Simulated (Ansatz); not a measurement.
A geometry of Cr away from equilibrium: step 3 of the relaxation of a generated cell, Cr placed in the AFLOW prototype A_tP12_96_ab (as in Si). Level of theory: PBEsol (plane waves to 420 eV, PAW, scalar-relativistic; Ansatz, an electronic-structure program). Γ-centred k-mesh 6×6×5 on the run's cell (coarser than for final values), Fermi–Dirac smearing 0.05 eV. The plane waves were selected for a different cell earlier on the path.

```xyz
12
Lattice="4.8057 0.0000 0.0000 0.0000 4.8057 0.0000 0.0000 0.0000 6.2276" Properties=species:S:1:pos:R:3 pbc="T T T"
Cr     0.5595     0.5595     0.0000
Cr     2.9623     1.8434     1.5569
Cr     1.8434     2.9623     4.6707
Cr     4.2462     4.2462     3.1138
Cr     0.8104     1.7252     2.0884
Cr     3.2132     0.6777     5.6962
Cr     1.5925     4.1280     2.5824
Cr     3.9953     3.0806     5.2022
Cr     3.0806     3.9953     1.0255
Cr     0.6777     3.2132     0.5314
Cr     4.1280     1.5925     3.6453
Cr     1.7252     0.8104     4.1393
```
Spin-polarised start, with parallel moments on Cr.

### Question
What forces act on the atoms (eV/Å)?

### Answer
| atom | Fx | Fy | Fz |
|---|---|---|---|
| Cr1 | 0.59 | 0.59 | 0.00 |
| Cr2 | 0.59 | -0.59 | 0.00 |
| Cr3 | -0.59 | 0.59 | 0.00 |
| Cr4 | -0.59 | -0.59 | 0.00 |
| Cr5 | -0.46 | -0.30 | 1.06 |
| Cr6 | -0.46 | 0.30 | -1.06 |
| Cr7 | 0.46 | -0.30 | -1.06 |
| Cr8 | 0.46 | 0.30 | 1.06 |
| Cr9 | 0.30 | 0.46 | -1.06 |
| Cr10 | 0.30 | -0.46 | 1.06 |
| Cr11 | -0.30 | 0.46 | 1.06 |
| Cr12 | -0.30 | -0.46 | -1.06 |

The path ends in P4₃2₁2 (No. 96). No spin polarisation in the result: the starting moments vanished. A magnetic state may lie lower.

The run could not lose the symmetry of its start: the end is stationary, and may be a saddle point rather than a minimum.

The end of the path is a generated cell of Cr: the first start was made by placing the elements on the sites of a structure type, and the end was not matched to a known phase here, so it may be hypothetical. Known forms of Cr include space group No. 229.
